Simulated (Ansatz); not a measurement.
Ag: levels along high-symmetry lines

```
CELL_PARAMETERS angstrom
0.00000 2.04310 2.04310
2.04310 0.00000 2.04310
2.04310 2.04310 0.00000
ATOMIC_POSITIONS crystal
Ag 0.00000 0.00000 0.00000
```

The geometry is COD entry 9008459, unchecked; take it as a test cell.

Level of theory: DFT, PBEsol, all-electron LAPW, scalar-relativistic in Ansatz 0.2.0.

Sampling and basis: a Γ-centred 15×15×15 k mesh, Fermi–Dirac smearing of 0.03 eV, basis error target 0.5 meV/atom, no spin polarisation.

Points in fractions of the reciprocal vectors of this cell: Γ (0, 0, 0), X (0.5, 0, 0.5), U (0.625, 0.25, 0.625), K (0.375, 0.375, 0.75), L (0.5, 0.5, 0.5), W (0.5, 0.25, 0.75). The path joins them by straight lines in the order Γ–X–U–K–Γ–L–W–X; legs that retrace an earlier one aren't tabulated. Energies are in eV from the Fermi level.

(1) List the levels at Γ between -14 and 8 eV.

(2) List the levels at X between -14 and 8 eV.

(3) List the levels at W between -14 and 8 eV.

(4) What is the band gap?

## Answers

(1) -7.98, -4.89 (×3), -3.84 (×2).

(2) -6.56, -6.41, -3.07, -2.83 (×2), 1.39, 6.57.

(3) -5.80, -5.18 (×2), -3.84, -2.83, 5.77 (×2), 6.79.

(4) none: with an odd electron count and no spin polarisation the bands can't all be full, a metal in this set-up (spin order or a larger cell could open a gap).
